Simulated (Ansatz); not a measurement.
InF: modes against the lattice constant

Computed with DFT LDA, scalar-relativistic, plane waves, PAW in Ansatz. Plane waves to 420 eV; Γ-centred k mesh 14×14×14; Fermi-Dirac smearing of 0.15 eV. No spin polarisation. Phonons by linear response, acoustic sum rule imposed.

The cell is fixed (symmetry leaves no force on the atoms) and stands under 10.1 GPa:
```
CELL_PARAMETERS angstrom
3.08400 0.00000 0.00000
0.00000 3.08400 0.00000
0.00000 0.00000 3.08400
ATOMIC_POSITIONS crystal
In 0.00000 0.00000 0.00000
F 0.50000 0.50000 0.50000
```

Its imaginary modes show that this cell, the ideal cubic caesium chloride prototype, isn't a minimum of the energy. In a metal, frequencies and elastic constants depend on the k mesh and the smearing, soft modes and shear constants most. A semilocal functional can close a gap that the real compound has.

Problem. How do the optical zone-centre modes (counted from the lowest optical one, degenerate ones once; i marks imaginary ones) of this metal change over a = 3.084 and 3.277 Å (k meshes 14×14×14, 12×12×12)?

Solution.
```csv
a (Å),3.084,3.277
pressure (GPa),10.1,-3.2
mode 1 (cm⁻¹),79i,128i
```